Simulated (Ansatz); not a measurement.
Input:

SiN$_{2}$:
```cif
data_N8Si4
_chemical_formula_sum 'Si4 N8'
_space_group_name_H-M_alt 'P 1'
_space_group_IT_number 1
_cell_length_a 4.43977
_cell_length_b 4.43977
_cell_length_c 4.43977
_cell_angle_alpha 90.000
_cell_angle_beta 90.000
_cell_angle_gamma 90.000
loop_
_space_group_symop_operation_xyz
  'x, y, z'
loop_
_atom_site_label
_atom_site_type_symbol
_atom_site_fract_x
_atom_site_fract_y
_atom_site_fract_z
_atom_site_occupancy
Si1 Si 0.00000 0.50000 0.50000 1
Si2 Si 0.50000 0.00000 0.50000 1
Si3 Si 0.00000 0.00000 0.00000 1
Si4 Si 0.50000 0.50000 0.00000 1
N1 N 0.59566 0.90434 0.09566 1
N2 N 0.09566 0.59566 0.90434 1
N3 N 0.59566 0.59566 0.59566 1
N4 N 0.40434 0.40434 0.40434 1
N5 N 0.90434 0.09566 0.59566 1
N6 N 0.90434 0.40434 0.09566 1
N7 N 0.09566 0.90434 0.40434 1
N8 N 0.40434 0.09566 0.90434 1
```

This is the r²SCAN-relaxed structure.

Question: All from DFT-r²SCAN in the program Ansatz with PAW potentials, unless another level is named. Predict the HSE06 gap on the r²SCAN cell.

Answer: 6.73 eV.

Question: And the band gap?

Answer: 5.75 eV (indirect).

Question: What about the hole effective mass?

Answer: 0.48, 0.51, 5.7 mₑ (principal values).

Question: Predict the electron effective mass.

Answer: 0.36, 1.0, 1.0 mₑ (principal values).

Question: And the conduction-band minimum?

Answer: on the Γ–R line, 52 % of the way from Γ (8 equivalent valleys).

Space group Pa-3. The start of the workflow was typed in or built on a structure type; neither database checked (COD, Materials Project) lists it. Whether it is the stable phase at ambient conditions was not checked. The r²SCAN relaxation kept the symmetry of its start; whether a distortion lowers the energy is not shown.

Potentials: the earlier of the program's two PAW sets. The files were generated under PBE; for other functionals the program regenerates the frozen cores, and for LDA and PBEsol the local potential too.
